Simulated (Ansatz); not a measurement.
Two states of CuSnF6

```
F Cu Sn
1.0
     2.57931    1.48916    4.63237
    -2.57931    1.48916    4.63237
     0.00000   -2.97833    4.63237
F Cu Sn
6 1 1
Direct
  0.42100 0.80900 0.01900
  0.01900 0.42100 0.80900
  0.80900 0.01900 0.42100
  0.57900 0.19100 0.98100
  0.98100 0.57900 0.19100
  0.19100 0.98100 0.57900
  0.50000 0.50000 0.50000
  0.00000 0.00000 0.00000
```

The numbers come from plane-wave PAW DFT (Ansatz): r2SCAN, with U_eff = 1.13 eV on Cu d (all-electron-ortho-atomic projectors), 500 eV, 4×4×4 (shifted by 0.5, 0.5, 0.5 steps) k points, methfessel-paxton occupations (width 0.0526 eV). Nothing was relaxed.

State A: no moments (no spin polarisation). State B: Cu7 up (collinear spin).

Which state is lower, and how do they differ?

State B is lower by 81.5 meV an atom at zero smearing.

| state | free energy (meV/atom) | largest moment in a small sphere (μB) | net moment (μB/cell) | gap on mesh (eV) | pressure (GPa) | largest force (eV/Å) |
| --- | --- | --- | --- | --- | --- | --- |
| A | 81.2 | 0.00 | 0.00 | metal | -5.8 | 1.28 |
| B | 0.0 | 0.81 | 1.00 | 0.91 | -6.7 | 1.78 |

Origin: a database entry at a rescaled volume. Caveats: the state breaks the symmetry of the cell; an odd or shifted mesh can miss the band edges, so this level's true gap may be smaller; no spin-orbit coupling, which can shift this gap by tenths of an eV; atoms or cell far from equilibrium; odd electron count without spin polarisation, so a magnetic state may lie lower; the k mesh is coarse if the cell is a metal.
